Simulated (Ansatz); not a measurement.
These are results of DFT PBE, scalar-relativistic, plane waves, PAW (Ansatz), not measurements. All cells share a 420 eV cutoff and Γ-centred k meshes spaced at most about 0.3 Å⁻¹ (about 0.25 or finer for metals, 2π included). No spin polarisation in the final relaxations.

These are static total energies at zero pressure. All come from trial cells, and lower structures may exist.

Problem. Order these relaxed structures of TaC₂ by energy, lowest first, with the energy over the lowest of them.
1. Space group P6/mmm (No. 191), hexagonal, a = 3.239 Å, c = 3.041 Å. Around Ta lie 12 C at 2.41 Å and 2 Ta at 3.04 Å; around C lie 3 C at 1.87 Å and 6 Ta at 2.41 Å.
2. Space group I4/mmm (No. 139), tetragonal, a = 3.171 Å, c = 5.909 Å. Around Ta lie 10 C at 2.26–2.35 Å; C is surrounded by 1 C at 1.38 Å and 5 Ta at 2.26–2.35 Å.
3. Space group Fm-3m (No. 225), cubic, a = 5.155 Å. Around Ta lie 8 C at 2.23 Å; C has 4 Ta at 2.23 Å and 6 C at 2.58 Å.

Solution. 2 (0 meV/atom), 3 (827 meV/atom), 1 (855 meV/atom). Forms: 2 CaC2 type, I4/mmm; 3 fluorite type, Fm-3m; 1 AlB2 type, P6/mmm. Counting C atoms around Ta (those within 1.25 times the shortest such distance or 1.15 times the sum of covalent radii): cell 2 has Ta 10; cell 3 has Ta 8; cell 1 has Ta 12. Cell 2 holds C–C pairs (shortest 1.38 Å) (bonds between like non-metal atoms; other contacts aren't counted). Even the lowest lies +0.54 eV/atom against the elements.

Spin–orbit coupling, which can matter for Ta, is left out. A magnetic state wasn't ruled out in cells without spin, among them I4/mmm, Fm-3m, P6/mmm. With atoms moved at random, I4/mmm came back. Other cells relaxed within their symmetry can be saddle points. Some structure types and database cells were kept out of the candidates from the start, so a known form may be missing.
